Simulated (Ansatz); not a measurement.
An Ansatz input:

```yaml
crystal:
  lattice:
    - [5.2390584319, 0.0, 0.0]
    - [0.0, 5.2390584319, 0.0]
    - [0.0, 0.0, 5.2390584319]
  atoms:
    - { symbol: Nb, position: [0.0, 0.0, 0.0] }
    - { symbol: Nb, position: [0.5, 0.5, 0.5] }
    - { symbol: Nb, position: [0.25, 0.0, 0.5] }
    - { symbol: Nb, position: [0.75, 0.0, 0.5] }
    - { symbol: Nb, position: [0.5, 0.25, 0.0] }
    - { symbol: Nb, position: [0.5, 0.75, 0.0] }
    - { symbol: Nb, position: [0.0, 0.5, 0.25] }
    - { symbol: Nb, position: [0.0, 0.5, 0.75] }
hamiltonian:
  xc: pbesol
  pseudopotentials:
    kind: paw
    azcp:
      Nb: "pseudopotentials/Nb.paw.azcp"
basis:
  ecutwfc: 420
  fft_grid_basis: typed
kpoints:
  mp_grid: { grid: [7, 7, 7], shift: [0, 0, 0] }
magnetization:
  spin_polarized: false
scf:
  occupations: { method: fermi_dirac, width: 0.1 }
output:
  write_density: true
  write_potential: true
  elf: true
  volumetric_format: npy
```

and its output:

```
Warning: the record states the generating functional pbe (its physics header spells it `PBE`), which answers neither for hamiltonian.xc's functional nor for the pbesol family's — results may be inconsistent (PPs are generated against a specific XC)
Engine: ansatz 0.2.0, aarch64-unknown-linux-gnu
Pseudopotentials: kind: paw
Pseudopotential: Nb, paw, valence charge 13, recommended cutoff 420 eV (normal) 
Functional definition: PBEsol
  exchange = pbesol_x
  correlation = pbesol_c
Crystal: 8 atoms, lattice volume = 143.800 Å³
Basis set: ecut = 420 eV, 2801 PW (Γ)
Bands: 63, of which v1, the nominal top of the filled ones, is band 52 counted from 1 (51 counted from 0)
Symmetry: 48 space group operations
Space group: Pm-3n (ITA 223), of the structure as read, at distance tolerance 5.2e-5 Å
k-points: 20 of 343
Non-local potential: Nb, projectors of the file, l = 0: 3, l = 1: 2, l = 2: 2, l = 3: 1
PAW form: soft (Blöchl's): semilocal exchange-correlation on the pseudo side does not see the compensation charge
PAW frozen core: Nb, regenerated for the run's functional, and the local potential with it (the file was generated under x = pbe(κ = 0.804, μ = 0.2195149727645171), c = pbe(β = 0.06672455060314922))
PAW one-centre angular grid: Nb, 590 points (default); XC on 64 Gauss nodes
Initial density: superposition of atomic densities (neutral atoms: chi_scale 0, normalization atom), corrected by the library's trained network
Initial wavefunctions: pseudopotential atomic-orbital guess
Functional: x = pbesol(κ = 0.804, μ = 0.12345679012345678), c = pbesol(β = 0.046)
SCF iter   1: F=—  HF=-35962.895763 eV  |F-HF|=—  |Δ(HF+E_count)|=         —  Δρ=5.76e-3  dr2=4.08e-2  ethr=1.77e-3  ⟨swp⟩=5.2  Hψ=4746  notcnv=0
SCF iter   2: F=—  HF=-35962.887943 eV  |F-HF|=—  |Δ(HF+E_count)|=   7.82e-3  Δρ=3.08e-3  dr2=8.99e-3  ethr=3.92e-5  ⟨swp⟩=1.0  Hψ=1460  notcnv=0
SCF iter   3: F=—  HF=-35962.886180 eV  |F-HF|=—  |Δ(HF+E_count)|=   1.76e-3  Δρ=3.66e-4  dr2=8.78e-5  ethr=8.64e-6  ⟨swp⟩=2.0  Hψ=1628  notcnv=0
SCF iter   4: F=—  HF=-35962.886182 eV  |F-HF|=—  |Δ(HF+E_count)|=   2.21e-6  Δρ=6.61e-5  dr2=3.57e-6  ethr=8.45e-8  ⟨swp⟩=2.5  Hψ=2021  notcnv=0
SCF iter   5: F=—  HF=-35962.886182 eV  |F-HF|=—  |Δ(HF+E_count)|=   3.02e-7  Δρ=1.21e-5  dr2=1.35e-7  ethr=3.43e-9  ⟨swp⟩=2.5  Hψ=1997  notcnv=0
SCF iter   6: F=-35962.886182 eV  HF=-35962.886182 eV  |F-HF|=8.51e-10  |Δ(HF+E_count)|=   3.71e-9  Δρ=1.66e-6  dr2=3.26e-9  ethr=9.62e-11  ⟨swp⟩=3.1  Hψ=2788  notcnv=0
SCF 1 converged in 6 iterations: F = -35962.886182 eV  dr2 = 3.26e-9
SCF converged after 6 iterations
Free energy (F): -35962.886182 eV
Harris-Foulkes:  -35962.886182 eV  (|F-HF|=8.51e-10)
Internal energy: -35962.517290 eV  (E = F + TS)
E sigma→0 (E₀):  -35962.701736 eV
Entropy (-TS):   -0.368893 eV (-46.112 meV/atom)
Fermi energy:    17.770056 eV
--- Per-component energies (eV) ---
  E_band       = -547.961655
  E_kinetic    = 3163.904290
  E_local      = -5594.305949  (includes V_loc(G=0)·N_el)
  E_nonlocal   = 972.865989
  E_hartree    = 1741.490735
  E_xc         = -1396.981723
  E_vxc        = -1701.491781  (∫ρ·V_xc dr)
  E_paw        = -24142.517420  (= ΣΔE_a)
  E_vpaw       = -871.914716  (= ΣTr[D̂ρ^β])
  E_aug_tail   = 0.000048  (compensation charges beyond the density's cutoff)
  E_ewald      = -10708.482931
  E_core_change = 1.509671  (= ΣΔE_core)
  E_smearing   = -0.368893  (= −TS)
  E_closure    = 0.000000  (closes the sum)
  Σ components = -35962.886182   (vs F -35962.886182, Δ=0.00e0)
--- Band table (eV; the first three rows and the last of 20) ---
  k-point 0: bands = ["-36.6262", "-36.4748", "-36.4748", "-36.3450", "-36.2740", "-36.2294", "-36.2294", "-36.2294", "-13.5955", "-13.5955", "-13.4236", "-13.1394", "-13.1394", "-13.1394", "-12.8047", "-12.8047", "-12.8047", "-12.4132", "-12.4132", "-12.4132", "-12.2879", "-12.2879", "-12.2879", "-12.1536", "-12.1536", "-12.1536", "-12.0952", "-12.0952", "-12.0952", "-11.6422", "-11.6422", "-11.6422", "11.7588", "14.2274", "14.2274", "15.0042", "15.0042", "15.0042", "15.1823", "15.6627", "15.8153", "15.8153", "15.8153", "16.4288", "16.4288", "16.4288", "16.4389", "17.0932", "17.0932", "17.5409", "17.5409", "17.5409", "17.5777", "17.5777", "18.3345", "18.3345", "18.3345", "20.2599", "20.2599", "20.2599", "20.3354", "20.3354", "20.3354"]
  k-point 1: bands = ["-36.6162", "-36.4782", "-36.4660", "-36.3479", "-36.2772", "-36.2398", "-36.2294", "-36.2294", "-13.6035", "-13.5554", "-13.3958", "-13.1328", "-13.1328", "-13.0878", "-12.8291", "-12.8291", "-12.7592", "-12.4070", "-12.3947", "-12.3947", "-12.3160", "-12.3160", "-12.2941", "-12.1754", "-12.1515", "-12.1275", "-12.1275", "-12.0909", "-12.0909", "-11.7431", "-11.6438", "-11.6438", "11.9263", "14.1227", "14.3971", "14.6716", "15.0258", "15.0258", "15.6563", "15.6684", "15.7222", "15.7222", "15.8312", "16.0702", "16.3663", "16.5123", "16.5123", "16.8395", "17.4393", "17.4490", "17.4490", "17.5608", "17.6260", "17.7422", "18.4181", "18.4181", "18.5182", "19.5165", "20.1622", "20.1622", "20.2395", "20.4335", "20.5308"]
  k-point 2: bands = ["-36.5890", "-36.4911", "-36.4412", "-36.3557", "-36.2852", "-36.2655", "-36.2294", "-36.2294", "-13.6141", "-13.5483", "-13.2040", "-13.1184", "-13.1184", "-12.9429", "-12.8732", "-12.8732", "-12.6448", "-12.4072", "-12.4072", "-12.3898", "-12.3161", "-12.3161", "-12.3117", "-12.3087", "-12.2407", "-12.0919", "-12.0919", "-12.0777", "-12.0777", "-12.0173", "-11.6475", "-11.6475", "12.3966", "13.9526", "14.4007", "14.6298", "15.0509", "15.0509", "15.4222", "15.5623", "15.5623", "15.7865", "15.8785", "16.0863", "16.2155", "16.6200", "16.6200", "16.9362", "17.5139", "17.5592", "17.5592", "17.6605", "17.8525", "17.9997", "18.3726", "18.3726", "18.8540", "18.9783", "19.8090", "19.8090", "20.1865", "20.5827", "20.9664"]
  k-point 19: bands = ["-36.4149", "-36.3951", "-36.3951", "-36.3600", "-36.3396", "-36.3396", "-36.3367", "-36.3182", "-13.0634", "-13.0633", "-13.0633", "-12.8793", "-12.8793", "-12.8544", "-12.7338", "-12.6948", "-12.5175", "-12.5175", "-12.4987", "-12.3853", "-12.3853", "-12.3582", "-12.3582", "-12.3404", "-12.3349", "-12.3349", "-12.2431", "-12.2154", "-12.2154", "-12.1970", "-12.1903", "-12.1903", "14.5416", "14.5416", "14.5774", "14.7841", "14.8469", "14.8469", "15.3265", "15.3838", "15.9142", "15.9142", "15.9655", "15.9655", "16.6488", "16.6488", "16.8810", "16.8844", "17.0546", "17.0546", "17.4102", "17.4102", "17.4580", "18.2489", "18.5314", "18.5314", "19.5370", "19.5370", "20.0405", "20.3505", "20.6957", "20.6957", "21.0221"]
```

Command:

```sh
ansatz run input.yaml --threads 4 --pin off --max-ram 8192MiB --backend cpu --events-out ev --progress --plain --runs-dir out
```

On 4 threads of Arm Neoverse V1 (shared host) this took about 2.7 s of wall time and 10 s of CPU time, with 0.54 GiB at the peak.
